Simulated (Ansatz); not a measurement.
2 distorted cells of CS3N, built from the cubic perovskite structure. Level of theory: Ansatz, DFT, PBE, all-electron full-potential LAPW, scalar-relativistic, point nucleus. Occupations are Fermi–Dirac at 0.15 eV on a coarse k-mesh, 2×2×2 (shift 0.5, 0.5, 0.5 mesh steps); the results hold for that mesh. For a metal, stress, forces and moments on so few k-points can be far from the converged ones. The run is spin-unpolarised. The cell's electron count is odd, so a run with spin could end lower.

(1) Rank the cells by free energy an atom on this mesh, lowest first.
A.
14.16 Å³ an atom
```
CELL_PARAMETERS angstrom
3.98596 0.16175 -0.06428
0.16175 4.04543 -0.14283
-0.06428 -0.14283 4.40403
ATOMIC_POSITIONS crystal
N 0.47232 0.15187 0.47268
S 0.86269 0.13944 0.48500
S 0.38977 0.62559 0.53979
S 0.40219 0.19068 0.00419
C 0.84290 0.66732 0.96884
```
B.
10.12 Å³ an atom
```
CELL_PARAMETERS angstrom
3.86388 -0.15512 0.11899
-0.15512 3.40353 0.01511
0.11899 0.01511 3.85766
ATOMIC_POSITIONS crystal
N 0.34610 0.23157 0.84250
S 0.85716 0.24166 0.81537
S 0.35380 0.72431 0.81821
S 0.34913 0.23227 0.32858
C 0.87836 0.74777 0.31508
```

Answers

(1) A (lowest), B (+0.53 eV an atom).
